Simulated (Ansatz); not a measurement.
Geometry optimisation in Ansatz: input, command and trajectory.

```yaml
crystal:
  lattice:
    - [4.4102212772, 0.0, 0.0]
    - [0.0, 4.4102212772, 0.0]
    - [0.0, 0.0, 4.465487208]
  atoms:
    - { symbol: Sr, position: [0.0, 0.0, 0.0] }
    - { symbol: Sn, position: [0.5, 0.5, 0.515] }
    - { symbol: Pd, position: [0.5, 0.5, 0.975] }
    - { symbol: Pd, position: [0.0, 0.5, 0.485] }
    - { symbol: Pd, position: [0.5, 0.0, 0.485] }
basis:
  ecutwfc: 420
kpoints:
  mp_grid: { grid: [4, 4, 4] }
hamiltonian:
  xc: pbe
scf:
  occupations: { method: gaussian, width: 0.1 }
  lower_state_search: "off"
output:
  forces: true
  stress: true
  eigenvalues: true
relax:
  adjacent_minimum: "off"
  f_tol: 0.04
  max_steps: 70
  cell: { stress_tol: 0.4 }
```

```bash
ansatz run input.yaml --threads 1 --pin off --max-ram 2560MiB --backend cpu --events-out ev --progress --plain --runs-dir out
```

Theory: DFT PBE, scalar-relativistic, plane waves, PAW (Ansatz 0.2.0).

Of 19 frames 10 are shown, positions in Å and forces in eV/Å; the SCF threshold varies from step to step. Steps run on the plane waves of an earlier cell, with a Pulay correction in the pressure. The basis is chosen afresh for the last frame, the zero of the energies, and at times for earlier ones too; energy and pressure can step there, also at an unchanged geometry. Here that happened at step 13 (-27 meV/atom, 1.8 GPa); frames between the last choice of the basis and such a step carry an error that grows, as the cell changes, to that size.

```xyz
5
Lattice="4.4102 0.0000 0.0000 0.0000 4.4102 0.0000 0.0000 0.0000 4.4655" Properties=species:S:1:pos:R:3:forces:R:3 pbc="T T T" step=1 free_energy_over_end_meV_per_atom=1663.83 pressure_GPa=68.15
Sr    0.0000    0.0000    0.0000    0.0000    0.0000   -0.2923
Sn    2.2051    2.2051    2.2997    0.0000    0.0000   -8.7508
Pd    2.2051    2.2051    4.3539    0.0000    0.0000   10.6680
Pd    0.0000    2.2051    2.1658    0.0000    0.0000   -0.8125
Pd    2.2051    0.0000    2.1658    0.0000    0.0000   -0.8125
5
Lattice="4.8152 0.0000 0.0000 0.0000 4.8152 0.0000 0.0000 0.0000 4.8214" Properties=species:S:1:pos:R:3:forces:R:3 pbc="T T T" step=3 free_energy_over_end_meV_per_atom=468.30 pressure_GPa=12.11
Sr    0.0000    0.0000   -0.0444    0.0000    0.0000   -0.0671
Sn    2.4076    2.4076    2.4051    0.0000    0.0000    1.3151
Pd    2.4076    2.4076    4.8499    0.0000    0.0000   -0.8028
Pd    0.0000    2.4076    2.3249    0.0000    0.0000   -0.2226
Pd    2.4076    0.0000    2.3249    0.0000    0.0000   -0.2226
5
Lattice="5.0009 0.0000 0.0000 0.0000 5.0009 0.0000 0.0000 0.0000 5.0431" Properties=species:S:1:pos:R:3:forces:R:3 pbc="T T T" step=5 free_energy_over_end_meV_per_atom=273.34 pressure_GPa=-3.04
Sr    0.0000    0.0000   -0.1904    0.0000    0.0000   -0.0080
Sn    2.5005    2.5005    2.8135    0.0000    0.0000    1.1137
Pd    2.5005    2.5005    5.3300    0.0000    0.0000    0.1972
Pd    0.0000    2.5005    2.2265    0.0000    0.0000   -0.6515
Pd    2.5005    0.0000    2.2265    0.0000    0.0000   -0.6515
5
Lattice="4.8310 0.0000 0.0000 0.0000 4.8310 0.0000 0.0000 0.0000 5.1263" Properties=species:S:1:pos:R:3:forces:R:3 pbc="T T T" step=7 free_energy_over_end_meV_per_atom=136.13 pressure_GPa=-3.06
Sr    0.0000    0.0000   -0.3752    0.0000    0.0000    0.0570
Sn    2.4155    2.4155    3.3045    0.0000    0.0000   -0.3343
Pd    2.4155    2.4155    5.8171    0.0000    0.0000   -0.9954
Pd    0.0000    2.4155    1.9321    0.0000    0.0000    0.6363
Pd    2.4155    0.0000    1.9321    0.0000    0.0000    0.6363
5
Lattice="4.7231 0.0000 0.0000 0.0000 4.7231 0.0000 0.0000 0.0000 5.1933" Properties=species:S:1:pos:R:3:forces:R:3 pbc="T T T" step=9 free_energy_over_end_meV_per_atom=85.62 pressure_GPa=-1.62
Sr    0.0000    0.0000   -0.3536    0.0000    0.0000    0.0313
Sn    2.3615    2.3615    3.3102    0.0000    0.0000   -0.2408
Pd    2.3615    2.3615    5.8097    0.0000    0.0000   -0.4425
Pd    0.0000    2.3615    2.0046    0.0000    0.0000    0.3260
Pd    2.3615    0.0000    2.0046    0.0000    0.0000    0.3260
5
Lattice="4.5294 0.0000 0.0000 0.0000 4.5294 0.0000 0.0000 0.0000 5.3739" Properties=species:S:1:pos:R:3:forces:R:3 pbc="T T T" step=11 free_energy_over_end_meV_per_atom=59.87 pressure_GPa=0.43
Sr    0.0000    0.0000   -0.3362    0.0000    0.0000    0.0293
Sn    2.2647    2.2647    3.4214    0.0000    0.0000    0.0573
Pd    2.2647    2.2647    5.9254    0.0000    0.0000   -0.0105
Pd    0.0000    2.2647    2.1045    0.0000    0.0000   -0.0381
Pd    2.2647    0.0000    2.1045    0.0000    0.0000   -0.0381
5
Lattice="4.5354 0.0000 0.0000 0.0000 4.5354 0.0000 0.0000 0.0000 5.3827" Properties=species:S:1:pos:R:3:forces:R:3 pbc="T T T" step=13 free_energy_over_end_meV_per_atom=33.08 pressure_GPa=1.77
Sr    0.0000    0.0000   -0.3284    0.0000    0.0000    0.0115
Sn    2.2677    2.2677    3.4286    0.0000    0.0000   -0.0334
Pd    2.2677    2.2677    5.9335    0.0000    0.0000    0.0260
Pd    0.0000    2.2677    2.1040    0.0000    0.0000   -0.0020
Pd    2.2677    0.0000    2.1040    0.0000    0.0000   -0.0020
5
Lattice="4.3562 0.0000 0.0000 0.0000 4.3562 0.0000 0.0000 0.0000 5.7752" Properties=species:S:1:pos:R:3:forces:R:3 pbc="T T T" step=15 free_energy_over_end_meV_per_atom=3.25 pressure_GPa=0.64
Sr    0.0000    0.0000   -0.2749    0.0000    0.0000    0.0331
Sn    2.1781    2.1781    3.7341    0.0000    0.0000   -0.1677
Pd    2.1781    2.1781    6.2990    0.0000    0.0000   -0.0326
Pd    0.0000    2.1781    2.2244    0.0000    0.0000    0.0838
Pd    2.1781    0.0000    2.2244    0.0000    0.0000    0.0838
5
Lattice="4.3225 0.0000 0.0000 0.0000 4.3225 0.0000 0.0000 0.0000 5.9043" Properties=species:S:1:pos:R:3:forces:R:3 pbc="T T T" step=17 free_energy_over_end_meV_per_atom=0.59 pressure_GPa=-0.26
Sr    0.0000    0.0000   -0.2573    0.0000    0.0000    0.0570
Sn    2.1612    2.1612    3.8122    0.0000    0.0000   -0.0156
Pd    2.1612    2.1612    6.4123    0.0000    0.0000   -0.0077
Pd    0.0000    2.1612    2.2788    0.0000    0.0000   -0.0169
Pd    2.1612    0.0000    2.2788    0.0000    0.0000   -0.0169
5
Lattice="4.3201 0.0000 0.0000 0.0000 4.3201 0.0000 0.0000 0.0000 5.8984" Properties=species:S:1:pos:R:3:forces:R:3 pbc="T T T" step=19 free_energy_over_end_meV_per_atom=0.00 pressure_GPa=0.06
Sr    0.0000    0.0000   -0.2355    0.0000    0.0000   -0.0058
Sn    2.1601    2.1601    3.8043    0.0000    0.0000   -0.0022
Pd    2.1601    2.1601    6.4013    0.0000    0.0000   -0.0127
Pd    0.0000    2.1601    2.2700    0.0000    0.0000    0.0103
Pd    2.1601    0.0000    2.2700    0.0000    0.0000    0.0103
```

The start puts this composition into another compound's structure type, which needn't suit it. At the end the space group is P4mm (tolerance 0.05 Å).

It took 2.1 min on 1 thread of Arm Neoverse V2, on a shared host, peak memory 0.38 GiB.

The k mesh is coarse.